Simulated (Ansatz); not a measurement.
CdSe (zinc blende, space group No. 216), a = b = c = 6.133 Å, α = β = γ = 90.00°; the cell used has 2 atoms.

Relaxed with r²SCAN.

Q: Decompose the optical modes at the zone centre into irreducible representations, and say which are infrared and Raman allowed.

A: Point group -43m: Γ_opt = T2. Infrared: T2. Raman: T2.

Q: Assign frequencies (DFPT, r²SCAN (plane waves, PAW; program Ansatz); without the LO–TO term).

A: T2 163 cm⁻¹.

Space group F-43m (zinc blende). The cell was relaxed with r²SCAN under the symmetry of its start; phonons on a q-mesh show no instability.

Potentials: the later of the program's two PAW sets.
